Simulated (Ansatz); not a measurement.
Sc: frozen-core PAW against all-electron methods

```
Sc
1.0
     3.25219    0.00000    0.00000
    -1.62609    2.81648    0.00000
     0.00000    0.00000    5.06325
Sc
2
Direct
  0.33333 0.66667 0.25000
  0.66667 0.33333 0.75000
```

Atom numbers follow the list: Sc1, Sc2.

The cell was built from the hcp type and relaxed in the same program; it needn't be a known or the stable phase. The listed cell was then made from it by scaling, straining or moving an atom.

Levels of theory: DFT, PBE, PAW with Ansatz's default frozen-core files, scalar-relativistic (Ansatz 0.2.0); DFT, PBE, all-electron PAW with datasets made for the crystal, scalar-relativistic (Ansatz 0.2.0); DFT, PBE, all-electron LAPW, scalar-relativistic (Ansatz 0.2.0).

For PAW: a Γ-centred 15×15×8 k mesh, Fermi–Dirac smearing of 0.05 eV, cutoff 420 eV, no spin polarisation. The crystal-made all-electron datasets (AE datasets) take a cutoff of 220 eV at this cell. LAPW targets a basis error of 0.5 meV/atom. The Ansatz runs share mesh, smearing and spin set-up. Plane-wave (PAW) pressures include the program's estimate of the Pulay term.

Stress and pressure are positive in compression.

The change that made this cell: volume scaled by 0.9405.

In a metal, gradients converge slowly with the k mesh: the values move by tens of per cent from one mesh to another, at times in sign, so only the comparison on one mesh counts.

```json
{"quantity": "pressure (GPa)", "PAW": "3.66", "AE datasets": "3.66", "LAPW": "3.66"}
{"quantity": "stress xx (GPa)", "PAW": "3.74", "AE datasets": "3.74", "LAPW": "3.74"}
{"quantity": "stress zz (GPa)", "PAW": "3.49", "AE datasets": "3.49", "LAPW": "3.49"}
{"quantity": "field gradient Vzz at Sc1 (10²¹ V/m²)", "PAW": "1.58", "AE datasets": "1.60", "LAPW": "–"}
```

PAW's pressure differs from the LAPW value by about 0.01 GPa or less.
